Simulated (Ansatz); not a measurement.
**Question.** Each is relaxed and computed with the program Ansatz at the r²SCAN level (PAW). Which is the only metal?
A. GaCuSe2, chalcopyrite
B. Ga2AsRh5, Pbam (Pearson symbol oP16)
C. GaAs, zinc blende
D. AlGaAs2, R3m (Al on 3a, Ga on 3a, As on 3a, As on 3a)

**Answer.** B, Ga2AsRh5, Pbam (Pearson symbol oP16). Ga2AsRh5: metal; GaAs: gap 0.96 eV (direct); AlGaAs2: gap 1.34 eV (direct); GaCuSe2: gap 0.57 eV (direct). Standing as an ambient phase not checked: Ga2AsRh5, Pbam (Pearson symbol oP16); AlGaAs2, R3m (Al on 3a, Ga on 3a, As on 3a, As on 3a). Perhaps ordered models of mixed-site phases: AlGaAs2, R3m (Al on 3a, Ga on 3a, As on 3a, As on 3a). All cells were relaxed under the symmetry of their starts (and spin orders); stability against distortions was not tested throughout. Rows with no word on spin ran without spin polarisation. Scalar-relativistic: spin–orbit coupling is off unless named, which matters more the heavier the elements.

Potentials: the later of the program's two PAW sets.
